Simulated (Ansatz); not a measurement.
AgAu in space group R-3m (No. 166; Ag on 3a, Au on 3b), plane-wave PAW r²SCAN (Ansatz code), all energies at zero smearing, with the estimated change up to a 700 eV cutoff added, with one set of potentials and settings (totals compare only within such a set). Cell of 2 atoms (1 Ag, 1 Au): -20767.570 eV.

| element | reference phase | E (eV/atom) |
|---|---|---|
| Ag | R-3m, 3 atoms in the cell | -7603.9440 |
| Au | Fm-3m, 1 atoms in the cell | -13163.5078 |

Formation energy per atom, worked out: (-20767.570 − 1×(-7603.9440) − 1×(-13163.5078))/2 = -0.059 eV/atom (-6 kJ per mol of atoms), at 0 K, without zero-point energy or fitted corrections.

The first step of the workflow began from a Materials Project structure, measured or hypothetical; the Crystallography Open Database copy checked does not list it. With Ag and Au taken as one species the cell has the higher symmetry Fm-3m, so it may be an ordered model of a mixed-site phase. Its standing as an ambient phase is unchecked. Symmetry was held in the r²SCAN relaxation; whether a distortion lowers the energy is not shown. No spin polarisation was allowed. The references are the lowest solids computed at this level, not always the standard phases. Scalar-relativistic: spin–orbit coupling is off unless named, which matters more the heavier the elements.

Potentials: the later of the program's two PAW sets.
